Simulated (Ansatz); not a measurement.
# Perovskite alloy of SrZrO3 and SrHfO3 (6 of 8 Zr sites exchanged), 40 atoms

Ansatz, PAW, plane waves. PBEsol relaxation of volume and atoms (shape held) at the single k point (¼, ¼, ¼) without its symmetry partners; single points on the relaxed atoms at the Γ point alone, onto which points of the small cell's zone fold. Arrangement: random. No spin–orbit coupling unless named.

Relaxed structure:

```yaml
crystal:
  lattice:
    - [8.14774, 0.00000, 0.00000]
    - [0.00000, 8.14774, 0.00000]
    - [0.00000, 0.00000, 8.14774]
  atoms:
    - { symbol: Sr, position: [0.01787, 0.99930, 0.98880] }
    - { symbol: Sr, position: [0.01237, 0.99990, 0.48226] }
    - { symbol: Sr, position: [0.98269, 0.49991, 0.01126] }
    - { symbol: Sr, position: [0.98994, 0.49928, 0.51747] }
    - { symbol: Sr, position: [0.51037, 0.99997, 0.98200] }
    - { symbol: Sr, position: [0.51763, 0.99936, 0.48823] }
    - { symbol: Sr, position: [0.48792, 0.49938, 0.01719] }
    - { symbol: Sr, position: [0.48241, 0.49998, 0.51070] }
    - { symbol: Hf, position: [0.25016, 0.24963, 0.24974] }
    - { symbol: Hf, position: [0.25015, 0.24963, 0.74974] }
    - { symbol: Hf, position: [0.25015, 0.74964, 0.24974] }
    - { symbol: Hf, position: [0.25014, 0.74964, 0.74974] }
    - { symbol: Hf, position: [0.75015, 0.24964, 0.74974] }
    - { symbol: Hf, position: [0.75015, 0.74963, 0.24974] }
    - { symbol: Zr, position: [0.75015, 0.24964, 0.24973] }
    - { symbol: Zr, position: [0.75015, 0.74963, 0.74973] }
    - { symbol: O, position: [0.28503, 0.21265, 0.99959] }
    - { symbol: O, position: [0.21527, 0.28661, 0.49988] }
    - { symbol: O, position: [0.28545, 0.78680, 0.99969] }
    - { symbol: O, position: [0.21484, 0.71247, 0.49978] }
    - { symbol: O, position: [0.71536, 0.29034, 0.99906] }
    - { symbol: O, position: [0.78495, 0.20895, 0.50041] }
    - { symbol: O, position: [0.71514, 0.70902, 0.00057] }
    - { symbol: O, position: [0.78515, 0.79027, 0.49890] }
    - { symbol: O, position: [0.00104, 0.21049, 0.21432] }
    - { symbol: O, position: [0.00016, 0.28826, 0.78464] }
    - { symbol: O, position: [0.00036, 0.78824, 0.21499] }
    - { symbol: O, position: [0.00087, 0.71060, 0.78469] }
    - { symbol: O, position: [0.49927, 0.28879, 0.28516] }
    - { symbol: O, position: [0.50013, 0.21102, 0.71483] }
    - { symbol: O, position: [0.49995, 0.71104, 0.28449] }
    - { symbol: O, position: [0.49942, 0.78867, 0.71478] }
    - { symbol: O, position: [0.27879, 0.99970, 0.29345] }
    - { symbol: O, position: [0.20503, 0.99956, 0.72297] }
    - { symbol: O, position: [0.22153, 0.49957, 0.20602] }
    - { symbol: O, position: [0.29524, 0.49971, 0.77651] }
    - { symbol: O, position: [0.70409, 0.99876, 0.22001] }
    - { symbol: O, position: [0.77797, 0.00053, 0.79721] }
    - { symbol: O, position: [0.79624, 0.50052, 0.27945] }
    - { symbol: O, position: [0.72231, 0.49875, 0.70226] }
```

What are the mean bond lengths by pair (pairs within 1.2 times the sum of covalent radii, less contacts 15 % beyond the pair's median; cation–cation pairs of compounds aside; long ionic contacts are cut short by that bound)?

Hf–O 2.079 ± 0.002 Å (standard deviation, 36 bonds); O–Sr 2.692 ± 0.150 Å (standard deviation, 64 bonds); O–Zr 2.090 ± 0.002 Å (standard deviation, 12 bonds).

What gap lies between the top filled and the lowest empty level in the single points?

HSE06 with spin–orbit coupling 5.55 eV (14 min on 7 threads of Neoverse-V2).
